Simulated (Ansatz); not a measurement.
Cu:
```yaml
crystal:
  lattice:
    - [-1.41585, 1.41585, 1.41585]
    - [1.41585, -1.41585, 1.41585]
    - [1.41585, 1.41585, -1.41585]
  atoms:
    - { symbol: Cu, position: [0.00000, 0.00000, 0.00000] }
```

Relaxed with PBEsol. Special points in fractions of this cell's reciprocal vectors: Γ (0.000, 0.000, 0.000); H (0.500, -0.500, 0.500); N (0.000, 0.000, 0.500); P (0.250, 0.250, 0.250).

List the band energies nearest the Fermi level at these points for PBEsol in the plane-wave PAW code Ansatz.

In eV from the Fermi level; about four levels below and three above (degenerate sets whole), none deeper than 8.9 eV; … stands for higher levels left out; points with the same levels are listed once.

```json
[
 {"k": "Γ", "below": "-3.22 -3.22 -3.22 -2.12 -2.12", "above": "…"},
 {"k": "H", "below": "-4.87 -4.87 -1.52 -1.52 -1.52", "above": "…"},
 {"k": "N", "below": "-2.17 -2.00 -1.34 -0.78", "above": "4.54 …"},
 {"k": "P", "below": "-3.95 -3.95 -3.95 -1.98 -1.98", "above": "…"}
]
```

Space group Im-3m (bcc (W type)). The start of the workflow was typed in or built on a structure type; neither database checked (COD, Materials Project) lists it. It is not the phase usual at ambient conditions (space group No. 225). Symmetry was held in the PBEsol relaxation. At this level the phase is mechanically unstable. The run is not spin-polarised.

Potentials: the later of the program's two PAW sets.
